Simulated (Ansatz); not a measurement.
SiO$_{2}$:
```
SiO2
1.0
    4.23596     0.00000     0.00000
    0.00000     4.23596     0.00000
    0.00000     0.00000     2.69046
Si O
2 4
Cartesian
  0.00000   0.00000   0.00000
  2.11798   2.11798   1.34523
  1.30034   1.30034   0.00000
  0.81764   3.41832   1.34523
  2.93562   2.93562   0.00000
  3.41832   0.81764   1.34523
```

Relaxed with PBE.

Problem. Give the Bader charges and basin volumes of the independent atoms, PBE in the plane-wave PAW code Ansatz.

Solution. 

| atom | Bader charge (e) | Bader volume (Å³) |
|---|---|---|
| Si1 | +3.27 | 2.7 |
| O3 | -1.63 | 10.7 |

Space group P4_2/mnm (rutile). This is a known high-pressure phase of the composition, computed here at zero pressure and temperature. Symmetry was held in the PBE relaxation; whether a distortion lowers the energy is not shown.

Potentials: the later of the program's two PAW sets.
